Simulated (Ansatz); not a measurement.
Starting cell, Be (hcp, Mg type):

```xyz
4
Lattice="4.5294 0.0000 0.0000 -1.1324 1.9613 0.0000 0.0000 0.0000 3.5612" Properties=species:S:1:pos:R:3 pbc="T T T"
Be     0.0000     1.3075     2.6709
Be     2.2647     1.3075     2.6709
Be     1.1324     0.6538     0.8903
Be     3.3971     0.6538     0.8903
```

The atoms are displaced by Q × the pattern below (from a DFPT mode at M = (0.5, 0.0, 0.0), largest move 1; Q in Å), at fixed cell. (q is in reciprocal vectors of the primitive cell; the cell shown is doubled to hold the pattern.)

| atom | x | y | z |
|---|---|---|---|
| Be1 | 0.000 | 0.000 | 1.000 |
| Be2 | 0.000 | 0.000 | -1.000 |
| Be3 | 0.000 | 0.000 | 1.000 |
| Be4 | 0.000 | 0.000 | -1.000 |

All values below come from PBE (plane waves to 420 eV, PAW, scalar-relativistic; Ansatz, an electronic-structure program). k mesh 23×23×13 (Γ-centred), Fermi-Dirac smearing 0.05 eV. The energy includes the smearing's −TS. With partly filled bands, energies and forces of such displacements shift with the k mesh and the smearing. Be was relaxed with its symmetry unable to fall. The zero of ΔE is the undisplaced structure. The last digit holds for this mesh only.

| Q (Å) | ΔE (meV/cell) |
|---|---|
| -0.1000 | 123.9 |
| -0.0833 | 85.4 |
| -0.0667 | 54.3 |
| -0.0500 | withheld |
| -0.0333 | 13.5 |
| -0.0167 | 3.4 |
| 0.0000 | 0.0 |
| 0.0167 | 3.4 |
| 0.0333 | 13.5 |
| 0.0500 | withheld |
| 0.0667 | 54.3 |
| 0.0833 | 85.4 |
| 0.1000 | 123.9 |

Question: Fit an even polynomial form (powers 2, 4) to the given rows and predict ΔE at Q = 0.0500.

Answer: Least squares on the 11 given rows: ΔE = (12090)·Q² + (30340)·Q⁴, in meV/cell with Q in Å; root-mean-square residual 0.05 meV/cell. At 0.0500 the fit gives 30.4 meV/cell; the calculation gives 30.4 meV/cell, the same to the digits shown. The quadratic term alone would give 30.2 meV/cell.

(A displaced cell: forces are minus the slopes of the energy, force constants its curvatures, and phonons follow from these.)
